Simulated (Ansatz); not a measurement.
A distorted cell of MgS (rock salt):

```yaml
crystal:
  lattice:
    - [0.00000, 2.60256, 2.60256]
    - [2.60256, 0.00000, 2.60256]
    - [2.60256, 2.60256, 0.00000]
  atoms:
    - { symbol: S, position: [0.00000, 0.00000, 0.00000] }
    - { symbol: Mg, position: [0.51998, 0.48002, 0.48002] }
```

These are r2SCAN (plane waves to 500 eV, PAW, scalar-relativistic; Ansatz, a first-principles code) values and carry that method's errors. k mesh 9×9×9 (Γ-centred), Fermi-Dirac smearing 0.05 eV. The energy includes the smearing's −TS. Stress and pressure are positive under compression. MgS was relaxed with its symmetry unable to fall. The PAW data are Ansatz's earlier set.

Problem. What forces act on the atoms (eV/Å, Cartesian)?

Solution. 
| atom | Fx | Fy | Fz |
|---|---|---|---|
| S1 | -0.317 | 0.000 | 0.000 |
| Mg2 | 0.317 | 0.000 | 0.000 |

Problem. What is the stress tensor (GPa)?

Solution. 
```
   1.29     0.00     0.00
   0.00    -0.09     0.00
   0.00     0.00    -0.09
```
The pressure, a third of the trace, is 0.37 GPa.

Problem. In it atom 2 sits (-0.104, 0.000, 0.000) Å away from its relaxed site. What is its energy relative to the relaxed cell?

Solution. 16.0 meV/cell.

(For displaced atoms, the force is minus the slope of the energy, and its curvature is a force constant, which sets phonon frequencies.)
